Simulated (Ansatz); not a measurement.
# Stationary points along a deformation path in Bi

These are results of Ansatz, DFT PBEsol, scalar-relativistic, plane waves, PAW, not measurements. Cutoff 420 eV, Γ-centred 18×18×18 k-points, Gaussian smearing of 0.15 eV. Spin–orbit coupling is left out, which can shift energies with elements as heavy as these. No spin polarisation. Energies are free energies at this smearing, counted from the undisturbed cell; pressure is positive in compression.

The starting cell (as given, not relaxed at this level; it stands at -1.9 GPa; this bcc form isn't the usual structure):

```
CELL_PARAMETERS angstrom
-1.98143 1.98143 1.98143
1.98143 -1.98143 1.98143
1.98143 1.98143 -1.98143
ATOMIC_POSITIONS crystal
Bi 0.00000 0.00000 0.00000
```

At fixed volume and fractional coordinates, lengths along (0.000, 0.000, 1.000) are scaled against those across it; ρ is that ratio over its starting value. V = 31.117 Å³/atom. Δσ is the stress along the axis less the mean stress across it (compression positive).

| ρ | ΔE (meV/atom) | Δσ (GPa) | space group |
| --- | --- | --- | --- |
| 0.707 | 82.4 | 7.98 | I4/mmm |
| 0.780 | 20.4 | 1.88 | I4/mmm |
| 0.850 | 9.6 | 0.43 | I4/mmm |
| 1.000 | 0.0 | 0.00 | Im-3m |
| 1.200 | 27.0 | -2.07 | I4/mmm |
| 1.414 | 53.1 | 0.00 | Fm-3m |

Q: How does the stress give the slope of the energy, and where is the energy stationary?

A: Along the path d ln(length) is 2/3 d ln ρ on the axis and −1/3 d ln ρ across it, so dE/d ln ρ = −(2/3) V Δσ: the energy falls with ρ where Δσ is positive. Δσ vanishes or changes sign at ρ = 1.000 (Im-3m), a minimum at 0.0 meV/atom; at ρ = 1.414 (Fm-3m, an end of the scan), at 53.1 meV/atom. Pairs of stationary points between two samples would go unseen, and could change a minimum read from distant neighbours into a maximum. At ρ = 1.000, 1.414 the cell is cubic, where symmetry alone makes the stress isotropic and the slope zero.

In a metal these slopes depend on the k mesh and the smearing.